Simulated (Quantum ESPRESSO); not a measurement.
Mo5Ti2Ir, input and log of a self-consistent run

Computed values, not a measurement. The program is pw.x of Quantum ESPRESSO 7.5 (plane-wave density functional theory). The cell is made up: eight metal atoms on a hexagonal close-packed lattice, with elements, volume, strain and displacements drawn at random and not relaxed, so it may be unstable or far from any real phase. PseudoDojo standard norm-conserving files set the functional (PBE unless stated); there is no spin polarisation or spin-orbit coupling, the Fermi-Dirac width of 0.25 eV means electrons at about 2900 K, and the masses in the input are unused placeholders. Heavy elements are run without spin-orbit coupling, which real alloys of them have. A spin test at this wide smearing found no moment, but such smearing suppresses magnetism that the real alloy may have.

Input:

```
&control calculation='scf', pseudo_dir='./dojo.nc.sr.pbe.v0_5.standard.upf', outdir='./o', disk_io='minimal', tprnfor=.true., tstress=.true. /
&system ibrav=0, nat=8, ntyp=3, nbnd=74, ecutwfc=84.00895049, nosym=.true., tot_charge=0,
 occupations='smearing', smearing='fd', degauss=0.0183746611
/
&electrons conv_thr=1.470e-08, electron_maxstep=70, mixing_beta=0.5 /
ATOMIC_SPECIES
Ir 1.0 Ir.upf
Mo 1.0 Mo.upf
Ti 1.0 Ti.upf
CELL_PARAMETERS angstrom
-0.0685 4.9001 -0.0354
2.8157 -0.0717 4.4327
2.8432 -0.0075 -4.4502
ATOMIC_POSITIONS angstrom
Mo 0.025 0.0141 0.0178
Ti 2.8231 -0.0405 -0.0167
Mo 2.8221 1.6192 -2.2233
Mo 2.7897 1.6079 2.2154
Mo 1.3756 2.4412 -0.0175
Ir 4.2504 2.4042 -0.0429
Ti 1.3377 4.087 -2.2867
Mo 1.3818 3.9926 2.1991
K_POINTS automatic
5 5 5 1 1 1
```

The log is shortened where brackets say so; the opening notice, blank lines, dates and the lines on written files are dropped, and the path of the files is cut. It prints rydbergs, bohrs and kilobars, and counts compression as positive stress. Its total energy is the free energy E - TS of the whole cell.

```
     Program PWSCF v.7.5
     Parallel version (MPI & OpenMP), running on       4 processor cores
     Number of MPI processes:                 4
     Threads/MPI process:                     1
     [start-up lines left out]
     bravais-lattice index     =            0
     lattice parameter (alat)  =       9.2610  a.u.
     unit-cell volume          =     830.8952 (a.u.)^3
     number of atoms/cell      =            8
     number of atomic types    =            3
     number of electrons       =       111.00
     number of Kohn-Sham states=           74
     kinetic-energy cutoff     =      84.0090  Ry
     charge density cutoff     =     336.0358  Ry
     scf convergence threshold =      1.5E-08
     mixing beta               =       0.5000
     number of iterations used =            8  plain     mixing
     Exchange-correlation= PBE
                           (   1   4   3   4   0   0   0)
     [axes and pseudopotential details left out]
   Cartesian axes
     site n.     atom                  positions (alat units)
         1        Mo     tau(   1) = (   0.0051013   0.0028771   0.0036321  )
         2        Ti     tau(   2) = (   0.5760598  -0.0082641  -0.0034077  )
         3        Mo     tau(   3) = (   0.5758557   0.3304013  -0.4536693  )
         4        Mo     tau(   4) = (   0.5692444   0.3280955   0.4520573  )
         5        Mo     tau(   5) = (   0.2806942   0.4981322  -0.0035709  )
         6        Ir     tau(   6) = (   0.8673035   0.4905823  -0.0087538  )
         7        Ti     tau(   7) = (   0.2729606   0.8339614  -0.4666062  )
         8        Mo     tau(   8) = (   0.2819593   0.8146988   0.4487312  )
     number of k points=    63  Fermi-Dirac smearing, width (Ry)=  0.0184
                       cart. coord. in units 2pi/alat
        k(    1) = (   0.1746415   0.1024630   0.0012812), wk =   0.0320000
        k(    2) = (   0.3475282   0.1040867  -0.1085121), wk =   0.0320000
     [further k points left out]
     Dense  grid:    86353 G-vectors     FFT dimensions: (  60,  60,  60)
     Estimated max dynamical RAM per process >     350.02 MB
     Estimated total dynamical RAM >       1.31 GB
     Initial potential from superposition of free atoms
     starting charge     110.9895, renormalised to     111.0000
     Starting wfcs are   80 randomized atomic wfcs
     total cpu time spent up to now is        7.0 secs
     per-process dynamical memory:   287.0 Mb
     Self-consistent Calculation
     iteration #  1     ecut=    84.01 Ry     beta= 0.50
     Davidson diagonalization with overlap
     ethr =  1.00E-02,  avg # of iterations =  2.8
     total cpu time spent up to now is       22.5 secs
     total energy              =   -1168.77672829 Ry
     estimated scf accuracy    <       3.08494246 Ry
     iteration #  2     ecut=    84.01 Ry     beta= 0.50
     Davidson diagonalization with overlap
     ethr =  2.78E-03,  avg # of iterations =  5.8
     total cpu time spent up to now is       40.7 secs
     total energy              =   -1168.94441781 Ry
     estimated scf accuracy    <      19.25196212 Ry
     iteration #  3     ecut=    84.01 Ry     beta= 0.50
     Davidson diagonalization with overlap
     ethr =  2.78E-03,  avg # of iterations =  2.6
     total cpu time spent up to now is       56.0 secs
     total energy              =   -1170.36806915 Ry
     estimated scf accuracy    <       3.40365883 Ry
     iteration #  4     ecut=    84.01 Ry     beta= 0.50
     Davidson diagonalization with overlap
     ethr =  2.78E-03,  avg # of iterations =  1.8
     total cpu time spent up to now is       68.6 secs
     total energy              =   -1170.42695847 Ry
     estimated scf accuracy    <       0.88224944 Ry
     iteration #  5     ecut=    84.01 Ry     beta= 0.50
     Davidson diagonalization with overlap
     ethr =  7.95E-04,  avg # of iterations =  7.1
     total cpu time spent up to now is       86.1 secs
     total energy              =   -1170.44922614 Ry
     estimated scf accuracy    <       0.22732497 Ry
     [iterations 6 to 15 left out]
     iteration # 16     ecut=    84.01 Ry     beta= 0.50
     Davidson diagonalization with overlap
     ethr =  1.74E-09,  avg # of iterations =  1.1
     total cpu time spent up to now is      242.0 secs
     total energy              =   -1170.50831303 Ry
     estimated scf accuracy    <       0.00000019 Ry
     iteration # 17     ecut=    84.01 Ry     beta= 0.50
     Davidson diagonalization with overlap
     ethr =  1.70E-10,  avg # of iterations =  2.6
     total cpu time spent up to now is      256.1 secs
     total energy              =   -1170.50831304 Ry
     estimated scf accuracy    <       0.00000016 Ry
     iteration # 18     ecut=    84.01 Ry     beta= 0.50
     Davidson diagonalization with overlap
     ethr =  1.43E-10,  avg # of iterations =  2.0
     total cpu time spent up to now is      269.1 secs
     total energy              =   -1170.50831305 Ry
     estimated scf accuracy    <       0.00000007 Ry
     iteration # 19     ecut=    84.01 Ry     beta= 0.50
     Davidson diagonalization with overlap
     ethr =  6.44E-11,  avg # of iterations =  1.6
     total cpu time spent up to now is      281.6 secs
     total energy              =   -1170.50831306 Ry
     estimated scf accuracy    <       0.00000004 Ry
     iteration # 20     ecut=    84.01 Ry     beta= 0.50
     Davidson diagonalization with overlap
     ethr =  3.86E-11,  avg # of iterations =  1.1
     total cpu time spent up to now is      293.8 secs
     End of self-consistent calculation
     [lines on levels left out]
!    total energy              =   -1170.50831306 Ry
     estimated scf accuracy    <          9.8E-10 Ry
     smearing contrib. (-TS)   =      -0.15738508 Ry
     internal energy E=F+TS    =   -1170.35092798 Ry
     The total energy is F=E-TS. E is the sum of the following terms:
     one-electron contribution =    -208.89556803 Ry
     hartree contribution      =     170.10072575 Ry
     xc contribution           =    -182.10821491 Ry
     ewald contribution        =    -949.44787079 Ry
     convergence has been achieved in  20 iterations
     Forces acting on atoms (cartesian axes, Ry/au):
     atom    1 type  2   force =    -0.00308070   -0.00329550   -0.00071459
     atom    2 type  3   force =     0.02035708    0.00187430   -0.00226424
     atom    3 type  2   force =    -0.01626528   -0.01244807   -0.00897808
     atom    4 type  2   force =     0.00486035   -0.01960780   -0.00588165
     atom    5 type  2   force =     0.01315267    0.00795927   -0.00710208
     atom    6 type  1   force =    -0.01224133   -0.00195005    0.01758470
     atom    7 type  3   force =     0.00508416    0.00041010   -0.00972590
     atom    8 type  2   force =    -0.01186694    0.02705777    0.01708184
     Total force =     0.058495     Total SCF correction =     0.000085
     Computing stress (Cartesian axis) and pressure
          total   stress  (Ry/bohr**3)                   (kbar)     P=       91.49
   0.00044721  -0.00002179   0.00002334           65.79       -3.21        3.43
  -0.00002179   0.00046439  -0.00010411           -3.21       68.31      -15.32
   0.00002334  -0.00010411   0.00095423            3.43      -15.32      140.37
     init_run     :      6.12s CPU      6.48s WALL (       1 calls)
     electrons    :    276.90s CPU    286.80s WALL (       1 calls)
     forces       :      2.37s CPU      2.41s WALL (       1 calls)
     stress       :      7.86s CPU      7.86s WALL (       1 calls)
     [timing details left out]
     PWSCF        :   4m53.81s CPU   5m 4.21s WALL
     JOB DONE.
```

In other units: free energy -15925.577 eV for the cell, pressure 9.15 GPa, largest force component 0.696 eV/Å in size. The run took 306 s of wall time with four MPI processes on a shared machine (AMD EPYC, older, virtual cores), so the time is rough. A rerun of this cell at a higher cutoff and on a denser mesh moved values by no more than 0.008 eV in energy, 0.05 GPa in stress and 0.015 eV/Å in force, and a second program with other atomic files agreed on that cell to 2 % rms in force and 0.5 GPa in pressure.